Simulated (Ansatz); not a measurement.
ZrO2:
```cif
data_O16Zr8
_chemical_formula_sum 'Zr8 O16'
_space_group_name_H-M_alt 'P 1'
_space_group_IT_number 1
_cell_length_a 5.07130
_cell_length_b 10.04427
_cell_length_c 5.24856
_cell_angle_alpha 90.000
_cell_angle_beta 90.000
_cell_angle_gamma 90.000
loop_
_space_group_symop_operation_xyz
  'x, y, z'
loop_
_atom_site_label
_atom_site_type_symbol
_atom_site_fract_x
_atom_site_fract_y
_atom_site_fract_z
_atom_site_occupancy
Zr1 Zr 0.75255 0.38467 0.96506 1
Zr2 Zr 0.24745 0.61533 0.03494 1
Zr3 Zr 0.74745 0.61533 0.46506 1
Zr4 Zr 0.25255 0.38467 0.53494 1
Zr5 Zr 0.25255 0.11533 0.03494 1
Zr6 Zr 0.74745 0.88467 0.96506 1
Zr7 Zr 0.24745 0.88467 0.53494 1
Zr8 Zr 0.75255 0.11533 0.46506 1
O1 O 0.62793 0.29013 0.62496 1
O2 O 0.37207 0.70987 0.37504 1
O3 O 0.87207 0.70987 0.12496 1
O4 O 0.12793 0.29013 0.87504 1
O5 O 0.12793 0.20987 0.37504 1
O6 O 0.87207 0.79013 0.62496 1
O7 O 0.37207 0.79013 0.87504 1
O8 O 0.62793 0.20987 0.12496 1
O9 O 0.99770 0.47743 0.26122 1
O10 O 0.00230 0.52257 0.73878 1
O11 O 0.50230 0.52257 0.76122 1
O12 O 0.49770 0.47743 0.23878 1
O13 O 0.49770 0.02257 0.73878 1
O14 O 0.50230 0.97743 0.26122 1
O15 O 0.00230 0.97743 0.23878 1
O16 O 0.99770 0.02257 0.76122 1
```

Relaxed with PBEsol. 

Question: HSE06 on this cell (Ansatz, an electronic-structure program, PAW) gives a gap of 5.43 eV. What does PBEsol give?

Answer: 3.74 eV.

Cost on shared cores: the PBEsol run (SCF on a 6×3×5 mesh, then bands and DOS) about 14 core-minutes (a rough figure), the HSE06 run (SCF on 3×2×3, then a few points) around 28 core-minutes (rough); the tasks are unlike.

Space group Pbca. The workflow started from a Materials Project entry (that database holds measured and hypothetical structures alike); the Crystallography Open Database copy checked does not list it. It is not the phase usual at ambient conditions (space group No. 14). Symmetry was held in the PBEsol relaxation; its stability against distortions is not shown here. The run is not spin-polarised. Scalar-relativistic: spin–orbit coupling is off unless named, which matters more the heavier the elements.

Potentials: the earlier of the program's two PAW sets.

Ansatz is a plane-wave DFT program.
